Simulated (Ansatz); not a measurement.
# Structures of Cd₂As: which is lowest?

Plane-wave DFT in Ansatz with scalar-relativistic PAW potentials, cutoff 420 eV, Γ-centred meshes chosen by cell and gap, Gaussian smearing with energies taken to zero width. Every cell was relaxed (cell and atoms) in a run of its own, within the symmetry of its start. Functional: PBE.

Relaxed structures (starts from databases or built by putting these elements on another compound's sites):
A. I4/mmm, 6 atoms in the computed cell, a = 4.527 Å, c = 7.389 Å; sites (symmetry × multiplicity) Cd -4m2 × 4, As 4/mmm × 2; start: built
B. P6/mmm, 3 atoms in the computed cell, a = 5.114 Å, c = 2.985 Å; sites (symmetry × multiplicity) Cd -6m2 × 2, As 6/mmm × 1; start: built
C. I4/mmm, 3 atoms in the computed cell, a = 3.920 Å, c = 8.781 Å; sites (symmetry × multiplicity) Cd 4mm × 4, As 4/mmm × 2; start: built
D. Fd-3m, 6 atoms in the computed cell, a = 8.148 Å; sites (symmetry × multiplicity) Cd .-3m × 16, As -43m × 8; start: built
E. Fm-3m, 3 atoms in the computed cell, a = 6.740 Å; sites (symmetry × multiplicity) Cd -43m × 8, As m-3m × 4; start: built

Question: Rank them by energy. Could pressure change the order?

Answer:
```csv
structure,group,E − E(lowest) (meV/atom),V (Å³/atom),gap on mesh (eV)
A,I4/mmm,0.0,25.24,0.00
E,Fm-3m,8.2,25.52,0.00
C,I4/mmm,110,22.49,0.00
B,P6/mmm,225,22.53,0.00
D,Fd-3m,308,22.54,0.00
```

A is lowest, 8 meV/atom under E. C is denser by 2.75 Å³/atom, so pressure favours it: ΔE/ΔV, with ΔE in eV and 1 eV/Å³ = 160.2 GPa, gives about 6 GPa for equal enthalpy if both cells were rigid, a rough figure since the two compress differently. Other structures may lie lower than all of these, and vibrations aren't counted.